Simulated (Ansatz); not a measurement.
**ZrCu₂P₂: opening a crack plane**

ZrCu₂P₂, P-3m1, a = 3.773 Å, c = 6.087 Å. The structure is a Materials Project entry; whether it is the stable form wasn't checked. Ansatz: PBEsol, PAW, 420 eV, Γ-centred 14×14×4 mesh on 10 atoms, Gaussian smearing 0.15 eV; no spin polarisation. One cut on (001) per cell of 10 atoms is opened rigidly by x, between planes of Cu and Cu that stand 1.73 Å apart; y is the energy per area (12.327 Å², 1 eV/Å² = 16.02 J/m²).

| x (Å) | y (J/m²) |
| --- | --- |
| 0.00 | 0.000 |
| 0.25 | 0.237 |
| 0.50 | ? |
| 0.75 | 1.063 |
| 1.00 | 1.389 |
| 1.50 | 1.805 |
| 2.00 | 2.007 |
| 3.00 | 2.135 |
| 4.50 | 2.156 |
| 6.00 | 2.158 |

Question: Fit the universal binding curve y = W[1 − (1 + x/l) e^(−x/l)] to the other rows, give the peak stress, and predict the missing value.

Answer: Least squares gives W = 2.15 J/m² and l = 0.455 Å. The stress dy/dx peaks at x = l with W/(e l) = 17.4 GPa, for rigid faces. At x = 0.50: x/l = 1.099, y = 0.646 J/m². The run gave 0.660 J/m², so the fit is 0.014 J/m² too low, a small miss on the scale of the series.

Cost: 12 runs of about 12 core-minutes in all, on AMD EPYC 7B13 (Zen 3) (shared hosts).